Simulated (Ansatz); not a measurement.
One crystal and one scan (energy over volume and axial ratio) at two levels, PBE (plane waves to 420 eV, PAW, scalar-relativistic; Ansatz, a quantum-chemistry and plane-wave program) and r2SCAN (plane waves to 500 eV, PAW, scalar-relativistic; Ansatz), each from its own relaxed cell and on its own mesh. The cell shown is that of PBE.

TiO₂ (anatase)

```
TiO2
1.0
   -1.89940     1.89940     4.85040
    1.89940    -1.89940     4.85040
    1.89940     1.89940    -4.85040
Ti O
2 4
Direct
  0.50000   0.50000   0.00000
  0.25000   0.75000   0.50000
  0.29355   0.29355   0.00000
  0.04355   0.54355   0.50000
  0.45645   0.95645   0.50000
  0.70645   0.70645   0.00000
```

Two coordinates are scanned: the volume, and the ratio of the stretch along z (the conventional c axis) to the stretch across it. Atoms keep their fractional coordinates.

E stands for the smeared free energy. TiO2 is run without spin polarisation. TiO2 was relaxed with its symmetry unable to fall. As the atoms are clamped, bonds stretch with the cell, which overstates energies and stresses. Percentages come from the unrounded values. Both scans cover V/V₀ from 0.960 to 1.040 and (c/a)/(c/a)₀ from 0.920 to 1.080.

```json
[
 {"quantity": "Lattice constant a (Å)", "PBE": "3.799", "r2SCAN": "3.778", "PBE − r2SCAN": "+0.021 (+0.6 %)"},
 {"quantity": "Lattice constant c (Å)", "PBE": "9.701", "r2SCAN": "9.584", "PBE − r2SCAN": "+0.117 (+1.2 %)"},
 {"quantity": "Relaxed volume (Å³/atom)", "PBE": "11.67", "r2SCAN": "11.40", "PBE − r2SCAN": "+0.27 (+2.3 %)"},
 {"quantity": "Modulus against c/a change at fixed volume, (3/4V)·∂²E/∂(ln c/a)² (fit, atoms clamped) (GPa)", "PBE": "107", "r2SCAN": "124", "PBE − r2SCAN": "-17 (-14 %)"}
]
```

PBE gives the higher value for: lattice constant a; lattice constant c; relaxed volume. PBE gives the lower value for: modulus against c/a change at fixed volume. Neither level is exact: the differences show how much the result hangs on the functional.

(A scan under strain: stresses follow from slopes of the energy per volume, elastic moduli from its curvatures.)
